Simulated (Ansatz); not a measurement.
**TiAl2: pressure against volume**

A database entry relaxed whole under r2SCAN (Cmmm):

```yaml
crystal:
  lattice:
    - [1.95643, -6.03859, 0.00000]
    - [1.95643, 6.03859, 0.00000]
    - [0.00000, 0.00000, 3.99182]
  atoms:
    - { symbol: Ti, position: [0.65649, 0.34351, 0.00000] }
    - { symbol: Ti, position: [0.34351, 0.65649, 0.00000] }
    - { symbol: Al, position: [0.00000, 0.00000, 0.00000] }
    - { symbol: Al, position: [0.82750, 0.17250, 0.50000] }
    - { symbol: Al, position: [0.17250, 0.82750, 0.50000] }
    - { symbol: Al, position: [0.50000, 0.50000, 0.50000] }
```

The cell was scaled uniformly, its shape held, and the atoms relaxed at each volume with plane-wave PAW DFT (Ansatz 0.2.0; r2SCAN, 500 eV, 8×8×8 Γ-centred mesh, fermi-dirac occupations of width 0.100 eV; no spin, no spin-orbit coupling). One row is withheld.

```json
{"volume (Å³/atom)": "14.777", "energy over the lowest (meV/atom)": "22.3", "pressure (GPa)": "8.16"}
{"volume (Å³/atom)": "15.091", "energy over the lowest (meV/atom)": "?", "pressure (GPa)": "?"}
{"volume (Å³/atom)": "15.405", "energy over the lowest (meV/atom)": "2.2", "pressure (GPa)": "2.43"}
{"volume (Å³/atom)": "15.720", "energy over the lowest (meV/atom)": "0.0", "pressure (GPa)": "-0.03"}
{"volume (Å³/atom)": "16.034", "energy over the lowest (meV/atom)": "2.4", "pressure (GPa)": "-2.26"}
{"volume (Å³/atom)": "16.349", "energy over the lowest (meV/atom)": "9.0", "pressure (GPa)": "-4.28"}
{"volume (Å³/atom)": "16.663", "energy over the lowest (meV/atom)": "19.4", "pressure (GPa)": "-6.10"}
```

Task: Fit the pressures of the other rows to the third-order Birch-Murnaghan form.

Result: With f = [(V₀/V)^(2/3) − 1]/2 and P = 3B₀f(1 + 2f)^(5/2)[1 + 3(B₀′ − 4)f/2], least squares gives V₀ = 15.72 Å³ an atom, B₀ = 117 GPa and B₀′ = 4.0; the rows miss the fit by less than 0.01 GPa. The slope of the energies differs from these pressures by 0.08 GPa, since they are taken to zero smearing while pressures follow the free energy.

Task: What does the withheld row hold?

Result: The fit gives 5.15 GPa at 15.091 Å³; the run gave 5.16 GPa and 9.5 meV an atom.

Caveats: the shape of the cell was held, so B₀ is an upper bound where the axes differ in stiffness; 0 K, fixed nuclei; the symmetry was kept, and this need not be the phase that is stable at 0 K; one mesh for all volumes; pressure is positive in compression.
